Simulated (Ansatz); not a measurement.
Structure relaxation, HfN

The start is a relaxed HfN cell, doubled along one cell vector, shaken by Gaussian noise of σ = 0.08 Å a coordinate. Cell shape, volume and atoms are optimised at zero target pressure with PBE (plane waves to 420 eV, PAW, scalar-relativistic; Ansatz, a quantum-chemistry and plane-wave program). The first steps use a coarse 9×9×5 k-mesh.

Initial structure:
```
HfN
1.0
    0.00000     2.27402     2.27402
    2.27402     0.00000     2.27402
    4.54803     4.54803     0.00000
Hf N
2 2
Direct
  0.99593   0.00463   0.01023
  0.96596   0.95524   0.50137
  0.51441   0.50971   0.24109
  0.46710   0.50775   0.76103
```

| Quantity | Value |
|---|---|
| Initial pressure | +4 GPa (positive: the cell is compressed) |
| Energy released | 0.07 eV/atom |
| Shortest distances (start → end) | The closest pairs of elements (up to four, under 3.6 Å), start → end: Hf–N 2.16 → 2.27 Å; Hf–Hf 3.04 → 3.22 Å; N–N 3.08 → 3.22 Å |
| Band gap at the end | zero (metallic) |
| Optimiser moves | 7 |

The end point of the relaxation:

Space group Fm-3m (No. 225); a = b = c = 4.548 Å, α = β = γ = 90.00°

```json
[
 {"atom": "Hf", "site": "4a", "symmetry": "m-3m", "x": "0.0000", "y": "0.0000", "z": "0.0000"},
 {"atom": "N", "site": "4b", "symmetry": "m-3m", "x": "0.5000", "y": "0.5000", "z": "0.5000"}
]
```
(The calculation used a cell of 2 atoms; values per cell refer to that cell.)

Final values are on a 18×18×18 k-mesh of the relaxed cell. No spin polarisation in the result. The relaxed primitive cell holds an odd number of electrons. A magnetic state may lie lower.
